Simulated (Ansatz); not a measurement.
## LaH: reading a single point

```
CELL_PARAMETERS angstrom
3.62199 0.00000 0.00000
-1.81100 3.13674 0.00000
-1.81100 1.04558 8.12107
ATOMIC_POSITIONS crystal
La 0.22101 0.77899 0.66303
La 0.77899 0.22101 0.33697
H 0.38430 0.61570 0.15290
H 0.61570 0.38430 0.84710
```

Method: r2SCAN, no spin polarisation; PAW, plane waves to 500 eV, 10×10×10 Γ-centred mesh, fermi-dirac occupations (width 0.1 eV) (Ansatz 0.2.0), atoms fixed.

Electronic structure: It is a metal, with about 4.5 states/eV a cell as the mean within 0.25 eV of the Fermi level, mostly La d (65 %) and La s (13 %).
Charges: Bader charges in e: La +0.71, H -0.64. In the mean La gives up most and H takes most. There is one density maximum away from the nuclei.
Contacts: La–H at 2.57 Å: least valence density 0.20 e/Å³ and ELF 0.24 there. These are pseudo-fields; inside the PAW spheres they differ from the all-electron ones.
Forces: The largest is on La1 (and as large on other atoms): 1.75 eV/Å, components (0.00, 0.00, 1.75). It makes 54° with the line to a nearest neighbour, H4 at 2.57 Å.

Origin: a known structure type with other elements, at an estimated volume, so it need not be a known compound. Caveats: many states at the Fermi level without spin polarisation, so a magnetic state may lie lower; atoms or cell far from equilibrium; f levels without a U or exact exchange are poorly placed.
